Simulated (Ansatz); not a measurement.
YTaN3:
```
CELL_PARAMETERS angstrom
      4.03034     0.00000     0.00000
      0.00000     4.03034     0.00000
      0.00000     0.00000     4.03034
ATOMIC_POSITIONS crystal
  Y  0.00000 0.00000 0.00000
  Ta 0.50000 0.50000 0.50000
  N  0.50000 0.50000 0.00000
  N  0.50000 0.00000 0.50000
  N  0.00000 0.50000 0.50000
```

Relaxed with r²SCAN. Special points in fractions of this cell's reciprocal vectors: Γ (0.000, 0.000, 0.000); X (0.000, 0.500, 0.000); M (0.500, 0.500, 0.000); R (0.500, 0.500, 0.500).

### Question
List the band energies nearest the Fermi level at these points for the program Ansatz at the r²SCAN with spin–orbit coupling level (PAW).

### Answer
In eV from the Fermi level; about four levels below and three above (degenerate sets whole), none deeper than 8.9 eV; points with the same levels are listed once.

```
k                                below                          above
-  -----------------------------------  -----------------------------
Γ  -0.89 -0.89 -0.89 -0.89 -0.89 -0.89  0.17 0.17 0.55 0.55 0.55 0.55
X              -2.45 -2.45 -0.15 -0.15            0.22 0.22 1.99 1.99
M  -1.79 -1.79 -1.79 -1.79 -0.82 -0.82            0.47 0.47 3.81 3.81
R              -4.95 -4.95 -4.95 -4.95  0.78 0.78 0.79 0.79 0.79 0.79
```

Space group Pm-3m (cubic perovskite). The start of the workflow was typed in or built on a structure type; neither database checked (COD, Materials Project) lists it. Whether it is the stable phase at ambient conditions was not checked. The r²SCAN relaxation kept the symmetry of its start; its stability against distortions is not shown here. The run is not spin-polarised. With an odd number of electrons in the cell and no spin polarisation, the count alone makes it a metal.

Potentials: the earlier of the program's two PAW sets.
